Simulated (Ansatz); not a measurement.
A relaxation computed with Ansatz, from input to last step.

```yaml
crystal:
  lattice:
    - [2.1239034345, 1.2262362197, 6.4147316941]
    - [-2.1239034345, 1.2262362197, 6.4147316941]
    - [0.0, -2.4524724393, 6.4147316941]
  atoms:
    - { symbol: Cs, position: [0.0, 0.0, 0.0] }
    - { symbol: Sn, position: [0.75, 0.75, 0.75] }
    - { symbol: Sn, position: [0.25, 0.25, 0.25] }
basis:
  ecutwfc: 420
kpoints:
  mp_grid: { grid: [6, 6, 6] }
hamiltonian:
  xc: pbe
scf:
  occupations: { method: gaussian, width: 0.1 }
  lower_state_search: "off"
output:
  forces: true
  stress: true
  eigenvalues: true
relax:
  adjacent_minimum: "off"
  f_tol: 0.04
  max_steps: 70
  cell: { stress_tol: 0.4 }
```

```bash
ansatz run input.yaml --threads 1 --pin off --max-ram 2560MiB --backend cpu --events-out ev --progress --plain --runs-dir out
```

Computed with Ansatz 0.2.0, DFT PBE, scalar-relativistic, plane waves, PAW.

Of 13 frames 10 are shown, positions in Å and forces in eV/Å; the SCF threshold varies from step to step. Steps run on the plane waves of an earlier cell, with a Pulay correction in the pressure. The basis is chosen afresh for the last frame, the zero of the energies, and at times for earlier ones too; energy and pressure step there, also at an unchanged geometry. Here that happened at step 13 (-2 meV/atom, 0.1 GPa); the frames before carry an error of that size.

```xyz
3
Lattice="2.1239 1.2262 6.4147 -2.1239 1.2262 6.4147 0.0000 -2.4525 6.4147" Properties=species:S:1:pos:R:3:forces:R:3 pbc="T T T" step=1 free_energy_over_end_meV_per_atom=2026.12 pressure_GPa=14.62
Cs    0.0000    0.0000    0.0000    0.0000    0.0000    0.0000
Sn    0.0000    0.0000   14.4331    0.0000    0.0000    3.4480
Sn    0.0000    0.0000    4.8110    0.0000    0.0000   -3.4480
3
Lattice="2.1756 1.2561 6.5124 -2.1756 1.2561 6.5124 0.0000 -2.5121 6.5124" Properties=species:S:1:pos:R:3:forces:R:3 pbc="T T T" step=2 free_energy_over_end_meV_per_atom=1416.17 pressure_GPa=8.48
Cs    0.0000    0.0000    0.0000    0.0000    0.0000    0.0000
Sn    0.0000    0.0000   14.8509    0.0000    0.0000    3.4894
Sn    0.0000    0.0000    4.6864    0.0000    0.0000   -3.4894
3
Lattice="2.2092 1.2755 6.6271 -2.2092 1.2755 6.6271 0.0000 -2.5510 6.6271" Properties=species:S:1:pos:R:3:forces:R:3 pbc="T T T" step=4 free_energy_over_end_meV_per_atom=474.95 pressure_GPa=3.26
Cs    0.0000    0.0000    0.0000    0.0000    0.0000    0.0000
Sn    0.0000    0.0000   15.5157    0.0000    0.0000    2.5684
Sn    0.0000    0.0000    4.3656    0.0000    0.0000   -2.5684
3
Lattice="2.1650 1.2500 6.9478 -2.1650 1.2500 6.9478 0.0000 -2.5000 6.9478" Properties=species:S:1:pos:R:3:forces:R:3 pbc="T T T" step=5 free_energy_over_end_meV_per_atom=201.79 pressure_GPa=2.32
Cs    0.0000    0.0000    0.0000    0.0000    0.0000    0.0000
Sn    0.0000    0.0000   16.4482    0.0000    0.0000    1.4121
Sn    0.0000    0.0000    4.3953    0.0000    0.0000   -1.4121
3
Lattice="2.1294 1.2294 7.2615 -2.1294 1.2294 7.2615 0.0000 -2.4588 7.2615" Properties=species:S:1:pos:R:3:forces:R:3 pbc="T T T" step=6 free_energy_over_end_meV_per_atom=79.67 pressure_GPa=2.59
Cs    0.0000    0.0000    0.0000    0.0000    0.0000    0.0000
Sn    0.0000    0.0000   17.3884    0.0000    0.0000    0.2311
Sn    0.0000    0.0000    4.3962    0.0000    0.0000   -0.2311
3
Lattice="2.2388 1.2926 7.4291 -2.2388 1.2926 7.4291 0.0000 -2.5851 7.4291" Properties=species:S:1:pos:R:3:forces:R:3 pbc="T T T" step=8 free_energy_over_end_meV_per_atom=27.01 pressure_GPa=0.20
Cs    0.0000    0.0000    0.0000    0.0000    0.0000    0.0000
Sn    0.0000    0.0000   17.8817    0.0000    0.0000    0.0107
Sn    0.0000    0.0000    4.4058    0.0000    0.0000   -0.0107
3
Lattice="2.2719 1.3117 7.3148 -2.2719 1.3117 7.3148 0.0000 -2.6234 7.3148" Properties=species:S:1:pos:R:3:forces:R:3 pbc="T T T" step=9 free_energy_over_end_meV_per_atom=18.60 pressure_GPa=0.12
Cs    0.0000    0.0000    0.0000    0.0000    0.0000    0.0000
Sn    0.0000    0.0000   17.6312    0.0000    0.0000    0.1722
Sn    0.0000    0.0000    4.3134    0.0000    0.0000   -0.1722
3
Lattice="2.3144 1.3362 7.2443 -2.3144 1.3362 7.2443 0.0000 -2.6724 7.2443" Properties=species:S:1:pos:R:3:forces:R:3 pbc="T T T" step=10 free_energy_over_end_meV_per_atom=6.81 pressure_GPa=-0.15
Cs    0.0000    0.0000    0.0000    0.0000    0.0000    0.0000
Sn    0.0000    0.0000   17.5070    0.0000    0.0000    0.2135
Sn    0.0000    0.0000    4.2259    0.0000    0.0000   -0.2135
3
Lattice="2.3442 1.3534 7.1458 -2.3442 1.3534 7.1458 0.0000 -2.7068 7.1458" Properties=species:S:1:pos:R:3:forces:R:3 pbc="T T T" step=12 free_energy_over_end_meV_per_atom=2.07 pressure_GPa=-0.07
Cs    0.0000    0.0000    0.0000    0.0000    0.0000    0.0000
Sn    0.0000    0.0000   17.3158    0.0000    0.0000   -0.0025
Sn    0.0000    0.0000    4.1217    0.0000    0.0000    0.0025
3
Lattice="2.3442 1.3534 7.1458 -2.3442 1.3534 7.1458 0.0000 -2.7068 7.1458" Properties=species:S:1:pos:R:3:forces:R:3 pbc="T T T" step=13 free_energy_over_end_meV_per_atom=0.00 pressure_GPa=0.01
Cs    0.0000    0.0000    0.0000    0.0000    0.0000    0.0000
Sn    0.0000    0.0000   17.3158    0.0000    0.0000   -0.0006
Sn    0.0000    0.0000    4.1217    0.0000    0.0000    0.0006
```

The start puts this composition into another compound's structure type, which needn't suit it. The cell swells from 33.4 to 45.3 Å³ an atom, so the end can be far from any stable crystal. At the end the space group is R-3m (tolerance 0.05 Å).

Time: 22 s on 1 thread of AMD EPYC 9B45 (Zen 5) (shared host), peak memory 0.48 GiB.

The k mesh is coarse.